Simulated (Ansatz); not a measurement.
Computed frozen-phonon scan: Ru (hcp, Mg type)

Ru (hcp, Mg type)

```xyz
4
Lattice="5.4116 0.0000 0.0000 -1.3529 2.3433 0.0000 0.0000 0.0000 4.2623" Properties=species:S:1:pos:R:3 pbc="T T T"
Ru     0.0000     1.5622     3.1967
Ru     2.7058     1.5622     3.1967
Ru     1.3529     0.7811     1.0656
Ru     4.0587     0.7811     1.0656
```

The atoms are displaced by Q × the pattern below (from a DFPT mode at M = (0.5, 0.0, 0.0), largest move 1; Q in Å), at fixed cell. (q is in reciprocal vectors of the primitive cell; the cell shown is doubled to hold the pattern.)

| atom | x | y | z |
|---|---|---|---|
| Ru1 | 0.000 | 0.000 | -1.000 |
| Ru2 | 0.000 | 0.000 | 1.000 |
| Ru3 | 0.000 | 0.000 | -1.000 |
| Ru4 | 0.000 | 0.000 | 1.000 |

Level of theory: r2SCAN (plane waves to 500 eV, PAW, scalar-relativistic; Ansatz, an electronic-structure program). k mesh 10×20×11 (Γ-centred), Fermi-Dirac smearing 0.05 eV. Energies are smeared free energies. Compression counts positive. With partly filled bands, energies and forces of such displacements shift with the k mesh and the smearing. Ru is run without spin polarisation. Ru was relaxed with its symmetry unable to fall. The PAW data are Ansatz's earlier set. ΔE is measured from the undisplaced structure.

```tsv
Q (Å)	ΔE (eV/cell)	P (GPa)	−dE/dQ from forces (eV/Å)
-0.100	0.237	2.3	4.906
-0.083	0.163	1.6	4.013
-0.067	0.103	1.0	3.151
-0.050	0.057	0.5	2.324
-0.033	0.025	0.2	1.529
-0.017	0.006	0.1	0.758
0.000	0.000	0.0	0.000
0.017	0.006	0.1	-0.758
0.033	0.025	0.2	-1.529
0.050	0.057	0.5	-2.324
0.067	0.103	1.0	-3.151
0.083	0.163	1.6	-4.013
0.100	0.237	2.3	-4.906
```

What the scan shows:

| Item | Value |
|---|---|
| Energy at Q = 0.100 Å | 237 meV/cell |
| Space group of the distorted cell | Pnnm (No. 58), lowered from P6_3/mmc |
| Symmetry of the curve | even: the same for both signs |
| Shape of the curve | a single well with its minimum at or next to zero displacement |
| Harmonic wavenumber from the curvature (finite differences) | 175 cm⁻¹ |
| Wavenumber by perturbation theory (DFPT, on another k mesh) | 178 cm⁻¹ |

(A displaced cell: forces are minus the slopes of the energy, force constants its curvatures, and phonons follow from these.)
